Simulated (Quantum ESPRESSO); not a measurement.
Parts of the isotropic shielding in LiH, by GIPAW with PBE in a modified build of Quantum ESPRESSO, on JTH PAW datasets, 30 Ha, k-mesh 11×11×11 shifted:

```xyz
2
Lattice="0.0000 2.0187 1.9885 2.0187 0.0000 1.9885 2.0187 2.0187 0.0000" Properties=species:S:1:pos:R:3 pbc="T T T"
Li     0.0000     0.0000     0.0000
H      2.0187     2.0187     1.9885
```
The cell was made here from a computed Materials Project entry: strained by -1 % along the cube axis and by +0.5 % across it, atoms relaxed (PBE without dispersion, pw.x of Quantum ESPRESSO, symmetry kept). The parent is LiH in Fm-3m. Stability against distortions was not tested.

The core term is that of the free atom's frozen core; the paramagnetic column sums the reconstruction terms. Shieldings are absolute and leave out the bulk-susceptibility term; a larger σ means a smaller chemical shift. By our sweeps, such settings leave a few ppm in absolute σ.

| site | core | bare (smooth current) | diamagnetic correction | paramagnetic corrections | σ_iso (ppm) |
|---|---|---|---|---|---|
| Li (atom 1) | 0.0 | 17.3 | 69.4 | (withheld) | (withheld) |

Task: What belongs in the gaps?

Result: 
- Li (atom 1), paramagnetic corrections: -1.8
- Li (atom 1), σ_iso (ppm): 84.9
